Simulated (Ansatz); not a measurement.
How the vibrations of MnSe change with volume

Level of theory: Ansatz, DFT LDA, scalar-relativistic, plane waves, PAW. Cutoff 420 eV, 14×14×14 k-points (Γ-centred), Gaussian smearing of 0.20 eV. Collinear spin, site moments 3.8, 0.1 μB. Phonons by linear response, acoustic sum rule imposed.

Equilibrium structure at this level:
```
CELL_PARAMETERS angstrom
0.00000 2.81065 2.81065
2.81065 0.00000 2.81065
2.81065 2.81065 0.00000
ATOMIC_POSITIONS crystal
Mn 0.00000 0.00000 0.00000
Se 0.75000 0.75000 0.75000
```

In a metal, frequencies depend on the k mesh and the smearing, soft modes most. A semilocal functional can close a gap that the real compound has.

Cells at 0.98 and 1.02 times the equilibrium volume were relaxed in shape and atoms; γ = −d ln ν / d ln V, modes matched by rank.

Task: Give the optical frequencies at Γ (cm⁻¹) at the three volumes and the mode Grüneisen parameters.

Result:
```csv
0.98 V,V,1.02 V,γ,degeneracy
242,236,230,1.24,3
```

Task: What pressures hold the two strained cells, and what bulk modulus follows?

Result: 0.71 GPa at 0.98 V and -0.67 GPa at 1.02 V, so B = −dP/d ln V ≈ 34 GPa.

This zinc-blende form isn't the usual stable structure of the compound.